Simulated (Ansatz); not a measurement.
NbNO in space group Pca2_1 (No. 29; Nb on 4a, O on 4a, N on 4a), the program Ansatz at the PBE level (PAW). The conduction-band minimum lies at Y, with 1 equivalent valley. Second derivatives d²E/dk² of the lowest band at one valley (eV·Å²), along Cartesian directions:

| direction | d²E/dk² |
|---|---|
| [100] | 7.888 |
| [010] | 8.083 |
| [001] | 18.33 |
| [110] | 7.982 |
| [101] | 13.10 |
| [011] | 13.21 |

**Question.** Find the principal effective masses, the density-of-states mass and the conductivity mass.

**Answer.** Off-diagonal terms follow from H_xy = H[110] − (H_xx + H_yy)/2, and m*/mₑ = 7.620 eV·Å² over each eigenvalue: 0.42, 0.94, 0.97. One valley's DOS mass (m₁m₂m₃)^(1/3) = 0.72, conductivity mass 3/(Σ 1/mᵢ) = 0.67 mₑ.

**Question.** What effective density of states Nc follows at 300 K for parabolic valleys?

**Answer.** Nc = 2.509e19 × 1 × (0.72)^(3/2) ≈ 1.5e19 cm⁻³.

The start of the workflow was typed in or built on a structure type; neither database checked (COD, Materials Project) lists it. COD files the formula under space group No. 14. Whether it is the stable phase at ambient conditions was not checked. The cell was relaxed with PBE under the symmetry of its start; its stability against distortions is not shown here. The workflow began spin-polarised and lost its moments. Scalar-relativistic: spin–orbit coupling is off unless named, which matters more the heavier the elements.

Potentials: the earlier of the program's two PAW sets.

Edges and masses are those of Kohn–Sham bands, whose gap is no quasiparticle gap.
